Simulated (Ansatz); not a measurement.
NbAgO$_{3}$ (cubic perovskite, Pm-3m), the program Ansatz at the PBEsol level (PAW). The conduction-band minimum lies at X, with 3 equivalent valleys. Second derivatives d²E/dk² of the lowest band at one valley (eV·Å²), along Cartesian directions:

```
direction  d²E/dk²
---------  -------
[100]        29.59
[010]        29.59
[001]        1.474
[110]        29.58
[101]        15.54
[011]        15.54
```

Question: Find the principal effective masses, the density-of-states mass and the conductivity mass.

Answer: Off-diagonal terms follow from H_xy = H[110] − (H_xx + H_yy)/2, and m*/mₑ = 7.620 eV·Å² over each eigenvalue: 0.26, 0.26, 5.2. One valley's DOS mass (m₁m₂m₃)^(1/3) = 0.70, conductivity mass 3/(Σ 1/mᵢ) = 0.38 mₑ.

Question: What effective density of states Nc follows at 300 K for parabolic valleys?

Answer: Nc = 2.509e19 × 3 × (0.70)^(3/2) ≈ 4.4e19 cm⁻³.

The workflow started from a Materials Project entry (that database holds measured and hypothetical structures alike); the Crystallography Open Database copy checked does not list it. COD files the formula under space group No. 57, so this cell is another polymorph or a model. Whether it is the stable phase at ambient conditions was not checked. Symmetry was held in the PBEsol relaxation. At this level the phase is dynamically unstable (imaginary phonons). No spin polarisation was allowed. Spin–orbit coupling is left out wherever it is not named.

Potentials: the later of the program's two PAW sets.

Edges and masses are those of Kohn–Sham bands, whose gap is no quasiparticle gap.
